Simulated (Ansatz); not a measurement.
Rb3ScCl6:
```
Rb3ScCl6
1.0
    0.00000     5.53647     5.53647
    5.53647     0.00000     5.53647
    5.53647     5.53647     0.00000
Rb Sc Cl
3 1 6
Cartesian
  8.30470   8.30470   8.30470
  2.76823   2.76823   2.76823
  5.53647   5.53647   5.53647
  0.00000   0.00000   0.00000
  2.48053   5.53647   5.53647
  8.59241   5.53647   5.53647
  5.53647   2.48053   5.53647
  5.53647   8.59241   5.53647
  5.53647   5.53647   2.48053
  5.53647   5.53647   8.59241
```

The program Ansatz at the r²SCAN level (PAW) gives a gap of 4.59 eV without spin–orbit coupling, maximum at Γ, minimum at X.

### Question
What happens when spin–orbit coupling is switched on?

### Answer
The gap drops by 0.02 eV, to 4.57 eV; maximum at Γ, minimum at X.

### Question
How large is the spin–orbit splitting of the valence top at Γ?

### Answer
The fourfold level lies 0.06 eV above the split-off pair.

### Question
Give the hole effective mass with spin–orbit coupling, band 1 of 2 at the edge.

### Answer
5.0 along [100], 3.6 along [110], 3.1 along [111] (mₑ).

### Question
Give the hole effective mass with spin–orbit coupling, band 2 of 2 at the edge.

### Answer
1.8 along [100], 2.1 along [110], 2.4 along [111] (mₑ).

Space group Fm-3m. The first step of the workflow began from a Materials Project structure, measured or hypothetical; the Crystallography Open Database files this formula in space group No. 225, but the cells were not matched. Whether it is the stable phase at ambient conditions was not checked. Symmetry was held in the r²SCAN relaxation; whether a distortion lowers the energy is not shown. The run is not spin-polarised.

Potentials: the later of the program's two PAW sets.
